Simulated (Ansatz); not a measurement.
A geometry of ZrS$_{2}$ away from equilibrium: step 4 of the relaxation of a relaxed ZrS2 cell displaced along its unstable phonon at q = Γ (106i cm⁻¹), largest move 0.15 Å. Computed with PBE (plane waves to 420 eV, PAW, scalar-relativistic; Ansatz, a program for electronic structure). Γ-centred k-mesh 3×3×3 on the run's cell (coarser than for final values), Fermi–Dirac smearing 0.05 eV. The plane waves were selected for a different cell earlier on the path.

```yaml
crystal:
  lattice:
    - [6.10970, 0.00000, 0.00000]
    - [0.00000, 6.10717, 0.00000]
    - [0.00000, 0.00000, 6.43056]
  atoms:
    - { symbol: Zr, position: [0.04244, 0.03585, 0.06694] }
    - { symbol: Zr, position: [0.54244, 0.46415, 0.93306] }
    - { symbol: Zr, position: [0.04244, 0.46415, 0.56694] }
    - { symbol: Zr, position: [0.54244, 0.03585, 0.43306] }
    - { symbol: S, position: [0.28909, 0.31917, 0.25798] }
    - { symbol: S, position: [0.78909, 0.18083, 0.74202] }
    - { symbol: S, position: [0.65316, 0.84111, 0.11209] }
    - { symbol: S, position: [0.15316, 0.65889, 0.88791] }
    - { symbol: S, position: [0.65316, 0.65889, 0.61209] }
    - { symbol: S, position: [0.15316, 0.84111, 0.38791] }
    - { symbol: S, position: [0.28909, 0.18083, 0.75798] }
    - { symbol: S, position: [0.78909, 0.31917, 0.24202] }
```

### Question
What forces act on the atoms (eV/Å)?

### Answer
```tsv
atom	Fx	Fy	Fz
Zr1	-0.03	-0.42	-0.24
Zr2	-0.03	0.42	0.24
Zr3	-0.03	0.42	-0.24
Zr4	-0.03	-0.42	0.24
S5	0.11	0.24	-0.13
S6	0.11	-0.24	0.13
S7	-0.07	-0.21	0.04
S8	-0.07	0.21	-0.04
S9	-0.07	0.21	0.04
S10	-0.07	-0.21	-0.04
S11	0.11	-0.24	-0.13
S12	0.11	0.24	0.13
```

The path ends in Pca2₁ (No. 29). No spin polarisation in the result.

The run could not lose the symmetry of its start: the end is stationary, and may be a saddle point rather than a minimum.

The end of the path is a generated cell of ZrS2: the first start was made by placing the elements on the sites of a structure type, and the end was not matched to a known phase here, so it may be hypothetical. Known forms of ZrS2 include space group No. 164.
